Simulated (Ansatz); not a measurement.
Ca3SbN:
```cif
data_Ca3NSb
_chemical_formula_sum 'Ca3 Sb1 N1'
_space_group_name_H-M_alt 'P 1'
_space_group_IT_number 1
_cell_length_a 4.80312
_cell_length_b 4.80312
_cell_length_c 4.80312
_cell_angle_alpha 90.000
_cell_angle_beta 90.000
_cell_angle_gamma 90.000
loop_
_space_group_symop_operation_xyz
  'x, y, z'
loop_
_atom_site_label
_atom_site_type_symbol
_atom_site_fract_x
_atom_site_fract_y
_atom_site_fract_z
_atom_site_occupancy
Ca1 Ca 0.00000 0.50000 0.50000 1
Ca2 Ca 0.50000 0.00000 0.50000 1
Ca3 Ca 0.50000 0.50000 0.00000 1
Sb1 Sb 0.00000 0.00000 0.00000 1
N1 N 0.50000 0.50000 0.50000 1
```

Relaxed with PBEsol.

Tabulate the valence density and the electron localisation function along the shortest Ca–N contact (2.40 Å), PBEsol in the plane-wave PAW code Ansatz.



```csv
distance from Ca (Å),density (e/Å³),ELF
0.24,6.28,0.80
0.36,5.34,0.84
0.48,4.07,0.86
0.60,2.75,0.85
0.72,1.65,0.79
0.84,0.92,0.59
0.96,0.51,0.28
1.08,0.34,0.12
1.20,0.30,0.14
1.32,0.34,0.32
1.44,0.46,0.59
1.56,0.67,0.76
1.68,1.02,0.81
1.80,1.57,0.81
1.92,2.33,0.74
2.04,3.07,0.56
2.16,3.48,0.28
```

The density is the valence pseudo-density with augmentation charge, so density and ELF within about 1 Å of a nucleus are not all-electron values.

Space group Pm-3m (anti-perovskite). The first step of the workflow began from a Materials Project structure, measured or hypothetical; the Crystallography Open Database copy checked does not list it. Whether it is the stable phase at ambient conditions was not checked. Symmetry was held in the PBEsol relaxation; its stability against distortions is not shown here. Scalar-relativistic: spin–orbit coupling is off unless named, which matters more the heavier the elements.

Potentials: the later of the program's two PAW sets.
